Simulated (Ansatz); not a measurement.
Hf (hcp, Mg type)

```xyz
2
Lattice="3.2041 0.0000 0.0000 -1.6021 2.7749 0.0000 0.0000 0.0000 5.0689" Properties=species:S:1:pos:R:3 pbc="T T T"
Hf     0.0000     1.8499     3.8017
Hf     1.6021     0.9250     1.2672
```

The slice is a (0001) plane (indices of the conventional cell) through the point (0.667, 0.333, 0.250) (fractional), spanned by u = [110] and v = [1 -1 0] in vectors of this cell: u (3.20 Å) and v (5.55 Å, at 90° to u). It covers one period; positions are fractions (u, v).

Level of theory: PBE (plane waves to 420 eV, PAW, scalar-relativistic; Ansatz, a quantum-chemistry and plane-wave program). k mesh 17×17×9. These are valence fields of a PAW run, semicore shells included where kept as valence: close to a nucleus they are smooth pseudo fields. Hf is run without spin polarisation. Hf was relaxed with its symmetry unable to fall. Spin-orbit coupling is left out, though Hf is heavy. The PAW data are Ansatz's earlier set.

Three fields on this plane, each scaled to ten steps between its own extremes (0 low, 9 high; the total valence density on a logarithmic scale, the potential cut 8 eV below its top; x marks points blanked near nuclei; v = 0 in the bottom row):

Map A
```
|xxxxx0056500xxxx|
|xxxxx0256520xxxx|
|xxxxx0467640xxxx|
|xxxx025787520xxx|
|x000256787652000|
|1124566777665421|
|6666665545566666|
|9887532000235788|
|99863000x0003689|
|99730xxxxxxx0379|
|9850xxxxxxxxx058|
|7630xxxxxxxxx036|
|7510xxxxxxxxx015|
|6500xxxxxxxxx005|
|6500xxxxxxxxx005|
|6520xxxxxxxxx025|
|7640xxxxxxxxx046|
|87520xxxxxxx0257|
|87652000x0002567|
|7766542111245667|
|4556666666666655|
|0023578898875320|
|x000368999863000|
|xxxx037999730xxx|
|xxxxx0589850xxxx|
|xxxxx0367630xxxx|
|xxxxx0157510xxxx|
|xxxxx0056500xxxx|
```

Map B
```
|xxxxx2001002xxxx|
|xxxxx1001001xxxx|
|xxxxx0012100xxxx|
|xxxx000222000xxx|
|x210001222100012|
|1111111111111111|
|4433210000012334|
|8864200000002468|
|99731012x2101379|
|98511xxxxxxx1158|
|8631xxxxxxxxx136|
|6411xxxxxxxxx114|
|4202xxxxxxxxx202|
|2102xxxxxxxxx201|
|1002xxxxxxxxx200|
|1001xxxxxxxxx100|
|2100xxxxxxxxx001|
|22000xxxxxxx0002|
|22100012x2100012|
|1111111111111111|
|0001233444332100|
|0000246888642000|
|x210137999731012|
|xxxx115898511xxx|
|xxxxx1368631xxxx|
|xxxxx1146411xxxx|
|xxxxx2024202xxxx|
|xxxxx2012102xxxx|
```

Map C
```
|xxxxx9411149xxxx|
|xxxxx7310137xxxx|
|xxxxx5100015xxxx|
|xxxx620000026xxx|
|x985310000013589|
|5543210000012345|
|3332211111112233|
|3332223444322233|
|33334579x9754333|
|33346xxxxxxx6433|
|3346xxxxxxxxx643|
|3348xxxxxxxxx843|
|2349xxxxxxxxx943|
|2249xxxxxxxxx942|
|1149xxxxxxxxx941|
|0137xxxxxxxxx731|
|0015xxxxxxxxx510|
|00026xxxxxxx6200|
|00013589x9853100|
|0001234555432100|
|1111223333322111|
|4432223333322234|
|x975433333334579|
|xxxx643333346xxx|
|xxxxx6433346xxxx|
|xxxxx8433348xxxx|
|xxxxx9432349xxxx|
|xxxxx9422249xxxx|
```

Problem. Assign the maps to these fields: electron localisation function (ELF); valence electron density; electrostatic potential energy of an electron, from the cell's mean.

Solution. A is the electrostatic potential energy of an electron, from the cell's mean; B is the electron localisation function (ELF); C is the valence electron density.
